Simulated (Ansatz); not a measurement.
Mo (bcc, W type), conventional cell a = 3.161 Å, b = 3.161 Å, c = 3.161 Å, α = 90.00°, β = 90.00°, γ = 90.00°. The calculation uses the primitive cell of 1 atom, to which meshes and values per cell refer.

Equation-of-state scan: isotropic scaling of the cell above, V₀ being its volume. Symmetry pins the atoms to their sites.

These are PBE (plane waves to 420 eV, PAW, scalar-relativistic; Ansatz, a program for electronic structure) values and carry that method's errors. k mesh 21×21×21 (Γ-centred), Fermi-Dirac smearing 0.05 eV. E stands for the smeared free energy. Stress and pressure are positive under compression. Mo is run without spin polarisation. Mo was relaxed with its symmetry unable to fall. The PAW data are Ansatz's earlier set. ΔE is measured from the relaxed starting cell.

The scan covers V/V₀ from 0.940 to 1.060 in 11 points.

Problem. What is ΔE at V/V₀ = 1.060?

Solution. 42 meV/atom.

Problem. What pressure does the cell carry at V/V₀ = 0.940?

Solution. 18.3 GPa.

Problem. What is ΔE at V/V₀ = 0.940?

Solution. 51 meV/atom.

(Under strain, the slope of the energy per volume gives the stress and its curvature an elastic modulus.)
